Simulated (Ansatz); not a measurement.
Input file for Ansatz (a quantum-chemistry and plane-wave program):

Ansatz 0.2 input:
```yaml
crystal:
  lattice:
    - [3.0996994711, 0.0, 0.0]
    - [-1.5498497356, 2.6844184861, 0.0]
    - [0.0, 0.0, 3.4541322542]
  atoms:
    - { symbol: Sc, position: [0.0, 0.0, 0.0] }
    - { symbol: B, position: [0.6666666667, 0.3333333333, 0.5] }
    - { symbol: B, position: [0.3333333333, 0.6666666667, 0.5] }
kpoints:
  mp_grid: { grid: [15, 15, 12] }
hamiltonian:
  xc: lda
  pseudopotentials: { kind: paw }
scf:
  occupations: { method: fermi_dirac, width: 0.1 }
phonons:
  method: dfpt
  response_accuracy: low
  eigenvectors: true
  rigid_motions: translations
```

Output (shortened):

```
Pseudopotential: Sc, paw, valence charge 11
Pseudopotential: B, paw, valence charge 3
Functional definition: SPW92
Crystal: 3 atoms, lattice volume = 28.741 Å³
Basis set: ecut = 420 eV, 563 PW (Γ), exchange–correlation on 48×48×48 points (8 copies of the dense FFT grid, shifted against one another)
Bands: 13, of which v1, the nominal top of the filled ones, is band 9 counted from 1 (8 counted from 0)
Symmetry: 24 space group operations
k-points: 448 of 2700 (irreducible under 4 space group operations, time reversal used)
SCF iter   1: F=—  HF=-2391.334197 eV  |F-HF|=—  |Δ(HF+E_count)|=         —  Δρ=4.62e-3  dr2=2.51e-3  ethr=1.77e-3  ⟨swp⟩=4.3  Hψ=27814  notcnv=0
preconditioner: auto → none
SCF iter   2: F=—  HF=-2391.333511 eV  |F-HF|=—  |Δ(HF+E_count)|=   6.86e-4  Δρ=2.57e-3  dr2=8.04e-4  ethr=1.48e-5  ⟨swp⟩=1.6  Hψ=10946  notcnv=0
SCF iter   3: F=—  HF=-2391.333402 eV  |F-HF|=—  |Δ(HF+E_count)|=   1.09e-4  Δρ=2.78e-4  dr2=1.33e-5  ethr=4.73e-6  ⟨swp⟩=1.0  Hψ=5842  notcnv=0
SCF iter   4: F=—  HF=-2391.333399 eV  |F-HF|=—  |Δ(HF+E_count)|=   2.38e-6  Δρ=4.01e-5  dr2=5.74e-7  ethr=7.85e-8  ⟨swp⟩=2.8  Hψ=9841  notcnv=0
SCF iter   5: F=—  HF=-2391.333399 eV  |F-HF|=—  |Δ(HF+E_count)|=   2.25e-7  Δρ=7.15e-6  dr2=6.85e-9  ethr=3.38e-9  ⟨swp⟩=2.0  Hψ=9129  notcnv=0
SCF iter   6: F=—  HF=-2391.333399 eV  |F-HF|=—  |Δ(HF+E_count)|=   2.40e-9  Δρ=7.37e-7  dr2=9.80e-11  ethr=4.03e-11  ⟨swp⟩=2.3  Hψ=8656  notcnv=0
SCF iter   7: F=-2391.333399 eV  HF=-2391.333399 eV  |F-HF|=1.36e-12  |Δ(HF+E_count)|=  1.91e-11  Δρ=8.52e-8  dr2=9.35e-13  ethr=1.00e-12  ⟨swp⟩=5.0  Hψ=21822  notcnv=0
SCF 1 converged in 7 iterations: F = -2391.333399 eV  dr2 = 9.35e-13
DFPT response loops at Γ: preconditioner auto → Kerker (q_TF=auto, 2.500 Å⁻¹) (partly filled bands, converged f_vac=0.000) …
SCF converged after 7 iterations
Free energy (F): -2391.333399 eV
Harris-Foulkes:  -2391.333399 eV  (|F-HF|=1.36e-12)
Internal energy: -2391.303290 eV  (E = F + TS)
E sigma→0 (E₀):  -2391.318345 eV
Entropy (-TS):   -0.030109 eV (-10.036 meV/atom)
Fermi energy:    12.434422 eV
--- Per-component energies (eV) ---
  E_band       = -81.447440
  E_kinetic    = 365.440768
  E_local      = -718.256260  (includes V_loc(G=0)·N_el)
  E_nonlocal   = 108.939826
  E_hartree    = 247.558585
  E_xc         = -170.631152
  E_vxc        = -209.324101  (∫ρ·V_xc dr)
  E_paw        = -1055.171748  (= ΣΔE_a)
  E_vpaw       = -123.364862  (= ΣTr[D̂ρ^β])
  E_aug_tail   =  0.000000  (compensation charges beyond the density's cutoff)
  E_ewald      = -1169.579900
  E_core_change = 0.396591  (= ΣΔE_core)
  E_smearing   = -0.030109  (= −TS)
  E_closure    = 0.000000  (closes the sum)
  Σ components = -2391.333399   (vs F -2391.333399, Δ=0.00e0)
  [band-id]    e_kinetic+e_local+e_nonlocal+2·e_hartree+e_vxc+e_vpaw+e_augmentation_tail = -81.447459   (vs E_band -81.447440, Δ=-1.90e-5)
--- Band table (eV; the first three rows and the last of 448) ---
  k-point 0: bands = ["-35.1302", "-14.1646", "-13.7982", "-13.7982", "0.8115", "10.9730", "11.4981", "11.4981", "11.9719", "16.7031", "16.7031", "17.5209", "17.5209"]
  k-point 1: bands = ["-35.1292", "-14.1809", "-13.7971", "-13.7971", "0.8968", "10.3182", "11.5587", "11.5587", "12.5850", "16.3982", "16.3982", "17.3708", "17.3708"]
  k-point 2: bands = ["-35.1264", "-14.2252", "-13.7941", "-13.7941", "1.1422", "9.3290", "11.7373", "11.7373", "13.4622", "15.8145", "15.8145", "16.9582", "16.9582"]
  k-point 447: bands = ["-35.0331", "-14.2526", "-14.2513", "-13.9920", "3.9565", "7.1286", "8.8855", "9.7388", "11.5133", "16.8044", "17.7314", "18.0181", "18.7518"]
--- Phonons (Γ-DFPT): 4 representative perturbations + reference, on 448 of 2700 k-points (Σ response iterations 10) ---
  ASR residual: 2.163e-4 → 0.000e0 eV/Å²; symmetrization residual: 3.540e-6 eV/Å²
  ASR residual per site (eV/Å²): 1.88e-4 2.16e-4 2.16e-4
  Γ frequencies (cm⁻¹): 0.00 0.00 0.00 432.84 432.84 441.64 630.49 786.40 786.40
  non-analytic LO–TO correction: not included (Born effective charges unavailable; polar crystals: no LO–TO splitting at Γ)
```

Cost: around 60 core-seconds (rough) on shared cores.

Space group P6/mmm. The workflow started from a Materials Project entry (that database holds measured and hypothetical structures alike); the Crystallography Open Database files this formula in space group No. 191, but the cells were not matched. Its standing as an ambient phase is unchecked. Symmetry was held in the LDA relaxation; whether a distortion lowers the energy is not shown. The run is not spin-polarised. As this level gives no gap, phonon frequencies hold no LO–TO term and depend on the k-mesh and smearing (Fermi–Dirac, 0.1 eV here).

Potentials: the later of the program's two PAW sets.

Ansatz is a plane-wave DFT program.
